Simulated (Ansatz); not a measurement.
**Kick test of a cell of Rb₂AlH₄**

The cell was found from a structure generator's guess, not taken from experiment.

All numbers below come from DFT PBE, scalar-relativistic, plane waves, PAW in Ansatz 0.2.0. Settings: cutoff 420 eV, Γ-centred mesh 14×14×14 on the computed 7-atom cell, Gaussian smearing of 0.10 eV; no spin polarisation.

The cell below (7 atoms, space group I4/mmm (No. 139)) is relaxed within its symmetry.

```cif
data_structure
_symmetry_space_group_name_H-M 'P 1'
_symmetry_Int_Tables_number 1
_cell_length_a 9.8667
_cell_length_b 9.8667
_cell_length_c 9.8667
_cell_angle_alpha 157.328
_cell_angle_beta 157.328
_cell_angle_gamma 32.279
_cell_volume 142.60
loop_
_atom_site_label
_atom_site_type_symbol
_atom_site_fract_x
_atom_site_fract_y
_atom_site_fract_z
_atom_site_occupancy
Rb1 Rb 0.36727 0.36727 0.00000 1
Rb2 Rb 0.63273 0.63273 0.00000 1
Al1 Al 0.00000 0.00000 0.00000 1
H1 H 0.00000 0.50000 0.50000 1
H2 H 0.08786 0.08786 0.00000 1
H3 H 0.50000 0.00000 0.50000 1
H4 H 0.91214 0.91214 0.00000 1
```

For the test it was strained at random (σ = 1.5 % a component), the atoms were moved at random (σ = 0.15 Å), and all was relaxed again on a coarse 6×6×6 mesh (in the run’s order of axes) with 0.20 eV smearing, with no symmetry imposed.

The cell is a metal run without spin; a magnetic state may lie lower.

Question: What happens?

Answer: It doesn't return. The energy falls by 35 meV/atom on that mesh, the volume changes by 36.6 %, and the end has space group Fmm2 (No. 42) at a loose tolerance. Relaxed again on an 8×8×10 mesh with 0.10 eV smearing, the new structure lies 33 meV/atom below the first (mesh in the axes of the run's cell; the cell below is made exact in the group named). Space group Cm (No. 8), monoclinic, a = 6.148 Å, b = 17.893 Å, c = 4.677 Å, β = 130.7°. Around Rb lie 1 H at 2.87 Å, 2 H at 3.05–3.10 Å and 2 H at 3.28–3.36 Å; Al is surrounded by 4 H at 1.63–1.65 Å; H on a site of symmetry m has 1 Al at 1.65 Å, 3 H at 2.65–2.66 Å, 2 H at 2.84 Å and 2 Rb at 3.05 Å; H on a site of symmetry 1 has 1 Al at 1.63 Å, 2 H at 2.64–2.65 Å, 3 H at 2.81–2.84 Å, 1 Rb at 2.87 Å and 2 Rb at 3.28–3.36 Å; 1 more site not described.

```cif
data_structure
_symmetry_space_group_name_H-M 'Cm'
_symmetry_Int_Tables_number 8
_cell_length_a 6.1481
_cell_length_b 17.8929
_cell_length_c 4.6772
_cell_angle_alpha 90.000
_cell_angle_beta 130.736
_cell_angle_gamma 90.000
_cell_volume 389.86
loop_
_atom_site_label
_atom_site_type_symbol
_atom_site_symmetry_multiplicity
_atom_site_Wyckoff_symbol
_atom_site_fract_x
_atom_site_fract_y
_atom_site_fract_z
_atom_site_occupancy
Rb1 Rb 4 b 0.93323 0.63050 0.86925 1
Al1 Al 2 a 0.93395 0.00000 0.86794 1
H1 H 2 a 0.58276 0.00000 0.60533 1
H2 H 4 b 0.05619 0.92151 0.10286 1
H3 H 2 a 0.00480 0.00000 0.58321 1
```
